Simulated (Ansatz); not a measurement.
How far is PAW off for Pb?

```
Pb
1.0
     3.52580    0.00000    0.00000
    -1.76290    3.05343    0.00000
     0.00000    0.00000    5.66356
Pb
2
Cartesian
  0.0000 2.0356 1.4159
  1.7629 1.0178 4.2477
```

Atoms are numbered in the order listed.

Conventional cell: a = 3.526 Å, b = 3.526 Å, c = 5.664 Å, α = 90.00°, β = 90.00°, γ = 120.00°. Pb (atom 1) is surrounded by 12 Pb at 3.49 to 3.53 Å.

The cell is COD entry 1537623, as deposited and not checked against the literature; nothing was relaxed. The listed cell was then made from it by scaling, straining or moving an atom.

No spin–orbit coupling, which matters for the heavy atoms here.

All numbers are computed: DFT, PBEsol, PAW with Ansatz's default frozen-core files, scalar-relativistic (Ansatz 0.2.0); DFT, PBEsol, all-electron LAPW, scalar-relativistic (Ansatz 0.2.0).

For PAW: a Γ-centred 14×14×8 k mesh, Fermi–Dirac smearing of 0.08 eV, cutoff 420 eV, no spin polarisation; the PAW files were made with PBE, and the program remakes their frozen cores for this functional. LAPW targets a basis error of 0.5 meV/atom. The Ansatz runs share mesh, smearing and spin set-up. Plane-wave (PAW) pressures include the program's estimate of the Pulay term.

Stress and pressure are positive in compression.

The change that made this cell: volume scaled by 1.04.

PAW results:

```csv
quantity,PAW
pressure (GPa),-0.85
stress xx (GPa),-1.35
stress zz (GPa),0.15
```

(1) What does full-potential LAPW give for the same quantities?

## Answers

(1) 
```tsv
quantity	LAPW
pressure (GPa)	-0.85
stress xx (GPa)	-1.35
stress zz (GPa)	0.16
```
